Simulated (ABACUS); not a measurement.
Consider a self-consistent single point of TiN (Fm-3m, 8 atoms in the cell; from Materials Project mp-492, changed as shown).

```yaml
crystal:
  lattice:
    - [4.15642, 0.00000, 0.00000]
    - [0.00000, 4.15642, 0.00000]
    - [0.00000, 0.00000, 4.15642]
  atoms:
    - { symbol: Ti, position: [0.00000, 0.00000, 0.00000] }
    - { symbol: Ti, position: [0.00000, 0.50000, 0.50000] }
    - { symbol: Ti, position: [0.50000, 0.00000, 0.50000] }
    - { symbol: Ti, position: [0.50000, 0.50000, 0.00000] }
    - { symbol: N, position: [0.50000, 0.00000, 0.00000] }
    - { symbol: N, position: [0.50000, 0.50000, 0.50000] }
    - { symbol: N, position: [0.00000, 0.00000, 0.50000] }
    - { symbol: N, position: [0.00000, 0.50000, 0.00000] }
```

Level of theory: PBE, numerical atomic orbitals DZP (confined pseudo-atomic orbitals with Gaussian additions; energy shift 0.003 Ry), PseudoDojo 0.5 standard norm-conserving PBE (tails mended) pseudopotentials run with ABACUS.

ABACUS settings:

```
setting                                                               value
---------------  ----------------------------------------------------------
basis                  DZP numerical atomic orbitals, energy shift 0.003 Ry
KPT                                                       Gamma 8 8 8 0 0 0
basis_type                                                             lcao
dft_functional                                                          PBE
ecutwfc                                                              100 Ry
smearing_method                                                          fd
smearing_sigma                                                0.00999582 Ry
potentials       PseudoDojo 0.5 standard norm-conserving PBE (tails mended)
symmetry                                                                  1
symmetry_prec                                                         1e-05
ks_solver                                                           genelpa
scf_nmax                                                                100
scf_thr                                                             1.0e-07
mixing_type                                                         broyden
mixing_beta                                                             0.7
```

Results:

- Number of valence electrons: 68
- Number of bands: 44
- Number of k-points after the program's reduction: 35
- Size of the basis: 156
- Number of SCF iterations: 12
- Free energy E − TS: -7602.7684 eV
- Fermi level (on the code's own zero): 18.47 eV
- Pressure: 22.34 GPa

Stress (GPa, positive for compression):
```
22.34   0.00   0.00
 0.00  22.34   0.00
 0.00   0.00  22.34
```

For comparison: a first run was changed to give this one (lattice scaled by 0.98), and from it to this one the free energy rises by 41.7 meV/atom and the pressure goes from 2.53 to 22.34 GPa.

The atom-centred basis is finite, which shifts total energies and pressures against plane waves. The structure comes from a collection of computed structures, made at another level of theory; the collection holds predicted forms beside known ones. At this pressure the cell is far from its equilibrium volume at this level.

Cost on one core: roughly 4 core-minutes.

The atomic orbitals were generated for these runs; they are not ABACUS's published sets and were checked against plane waves on a few crystals only.

“Tails mended”: in these copies of the files the far tail of each local potential was reset to the Coulomb form.
